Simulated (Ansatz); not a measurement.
# ZnHIO$_{4}$: reading a single point

```
I Zn O H
1.0
     4.57809    0.00501    0.00566
     2.28302   -5.50186   -0.00475
    -0.00560   -0.00854   -6.18829
I Zn O H
2 2 8 2
Direct
  0.75746 0.39084 0.67236
  0.18698 0.61586 0.13378
  0.46353 0.99413 0.91716
  0.44054 0.00914 0.39713
  0.71083 0.09778 0.62800
  0.78369 0.89868 0.13012
  0.01652 0.33293 0.42956
  0.40190 0.67628 0.92423
  0.55469 0.33375 0.44682
  0.88172 0.68269 0.91664
  0.22610 0.18600 0.13611
  0.37941 0.81411 0.64597
  0.03389 0.33978 0.15944
  0.34109 0.67579 0.62735
```

Method: r2SCAN, no spin polarisation; PAW, plane waves to 500 eV, 4×3×3 (shifted by 0, 0.5, 0.5 steps) mesh, fermi-dirac occupations (width 0.1 eV) (Ansatz 0.2.0), atoms fixed.

Problem. Is there a gap?

Solution. It is a metal on this mesh, though the bands barely overlap, with about 7.1 states/eV a cell as the mean within 0.25 eV of the Fermi level, mostly O p (69 %) and I p (21 %).

Problem. Where is the largest force?

Solution. The largest is on O9: 9.94 eV/Å, components (-5.40, -5.36, 6.39). It makes 152° with the line to a nearest neighbour, O5 at 1.72 Å, pointing away from it.

Problem. What is the formation energy?

Solution. 0.40 eV an atom against the elements' usual phases (free molecules for gases, crystals otherwise, with no correction for O₂ or N₂), so at this geometry it isn't bound against them. Relaxing would lower it.

Problem. Is the cell too large or too small?

Solution. The pressure is 33.8 GPa (compression positive), so with the atoms held at these fractions the cell would first expand; the forces are large, so a full relaxation may end otherwise. The principal stresses 28.2, 35.0, 38.3 GPa differ, so its shape would change too.

Origin: a strained cell with displaced atoms, so it need not be a known compound. Caveats: many states at the Fermi level without spin polarisation, so a magnetic state may lie lower; the k mesh is coarse if the cell is a metal; atoms or cell far from equilibrium.
